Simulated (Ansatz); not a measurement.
Trial structure of Ti₃Ge₂, not yet relaxed:

```
CELL_PARAMETERS angstrom
2.34190 1.35209 4.84689
-2.34190 1.35209 4.84689
0.00000 -2.70419 4.84689
ATOMIC_POSITIONS crystal
Ti 0.00000 0.00000 0.00000
Ti 0.39900 0.39900 0.39900
Ti 0.60100 0.60100 0.60100
Ge 0.79460 0.79460 0.79460
Ge 0.20540 0.20540 0.20540
```

Theory: DFT PBE, scalar-relativistic, plane waves, PAW (Ansatz 0.2.0). Cutoff 420 eV; k points 6×6×6 on the computed 5-atom cell (Γ-centred); Gaussian smearing, width 0.10 eV; no spin polarisation.

The zero of energy is the elements' standard structures at the same level; no fitted shifts are applied.

**Question.** Estimate its pressure, forces and energy as it stands.

**Answer.** The pressure is -9.8 GPa (the mean over three directions, positive in compression), the largest force is 0.69 eV/Å, and the energy is −0.04 eV/atom against the elements. The shortest distance is 2.82 Å.

**Question.** Is it a good guess?

**Answer.** A fair one: relaxing gains about 0.12 eV/atom (the start's value is from the coarse mesh, so the gain is rough) in 10 ionic steps and ends at −0.16 eV/atom on the finer mesh. The symmetry stays R-3m (No. 166). The volume per atom shrinks by 10.2 %, from 18.4 to 16.5 Å³. The shortest distance goes from 2.82 Å (Ti–Ge) to 2.55 Å (Ti–Ge). Conventional cell: a = 4.629 Å, c = 13.366 Å. Ti on a site of symmetry -3m is surrounded by 2 Ge at 2.73 Å, 6 Ti at 2.80 Å and 6 Ge at 3.18 Å; Ti on a site of symmetry 3m has 1 Ge at 2.55 Å, 4 Ti at 2.80 Å, 3 Ge at 2.82 Å, 3 Ti at 3.14 Å and 3 Ge at 3.28 Å; around Ge lie 1 Ti at 2.55 Å, 4 Ti at 2.73–2.82 Å, 3 Ge at 2.86 Å and 6 Ti at 3.18–3.28 Å.

The last run used collinear spin, a 12×12×12 mesh for its 5-atom cell and Gaussian smearing of 0.10 eV. The relaxation can't lower the symmetry of the start, and the grade says only how near the guess is to its own end. Symmetry constrained the relaxation, so the result can be a saddle point. Another cell of Ti3Ge2 relaxed alike but without spin, in P-3m1, lies 199 meV/atom lower, so this cell isn't the stable form at this level.
